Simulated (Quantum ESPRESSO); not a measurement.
**Band energies of CaI2**

```
CaI2
1.0
    4.43220     0.00000     0.00000
   -2.21610     3.83840     0.00000
    0.00000     0.00000     6.91955
Ca I
1 2
Direct
  0.00000   0.00000   0.00000
  0.33333   0.66667   0.25745
  0.66667   0.33333   0.74255
```

PBEsol (pw.x of Quantum ESPRESSO, ONCV potentials, with spin-orbit coupling); path ΓMKΓALHA,LM,KH; energies in eV from the valence-band maximum.

```csv
k (1/Å),point,band 24,band 25,band 26,band 27,band 28,band 29,band 30,band 31
0.00,Γ,0.00,3.77,3.77,4.04,4.04,4.05,4.05,4.16
0.47,,-0.55,3.36,3.36,4.49,4.49,4.66,4.66,5.23
0.82,M,-1.00,3.03,3.03,4.93,4.93,5.09,5.09,5.40
0.94,,-1.03,3.19,3.19,4.87,4.87,4.94,4.94,5.43
1.29,K,-1.30,4.16,4.16,4.51,4.51,4.59,4.59,5.32
1.50,,-1.06,4.01,4.01,4.23,4.23,4.84,4.84,5.21
1.92,,-0.29,3.88,3.88,3.97,3.97,4.41,4.41,4.79
2.24,Γ,0.00,3.77,3.77,4.04,4.04,4.05,4.05,4.16
2.35,,-0.14,3.86,3.86,4.04,4.04,4.04,4.04,4.23
2.69,A,-0.33,3.88,3.88,3.99,3.99,3.99,3.99,4.95
2.89,,-0.52,3.80,3.80,4.17,4.17,4.22,4.22,4.76
3.30,,-0.77,3.26,3.26,4.68,4.68,4.94,4.94,5.10
3.51,L,-0.77,3.19,3.19,4.89,4.89,4.92,4.92,5.06
3.86,,-0.92,3.97,3.97,4.57,4.57,4.67,4.67,5.45
3.98,H,-0.93,4.33,4.33,4.39,4.39,4.46,4.46,5.68
4.26,,-0.90,3.91,3.91,4.10,4.10,4.98,4.98,5.34
4.64,,-0.64,3.86,3.86,4.01,4.01,4.54,4.54,4.74
4.93,A,-0.33,3.88,3.88,3.99,3.99,3.99,3.99,4.95
4.93,L,-0.77,3.19,3.19,4.89,4.89,4.92,4.92,5.06
5.04,,-0.79,3.16,3.16,4.74,4.74,5.07,5.07,5.11
5.38,M,-1.00,3.03,3.03,4.93,4.93,5.09,5.09,5.40
5.38,K,-1.30,4.16,4.16,4.51,4.51,4.59,4.59,5.32
5.83,H,-0.93,4.33,4.33,4.39,4.39,4.46,4.46,5.68
```

The PBEsol gap is indirect, 3.03 eV, from Γ to M; the smallest direct gap is 3.77 eV.

Geometry relaxed with PBE+D3(BJ).
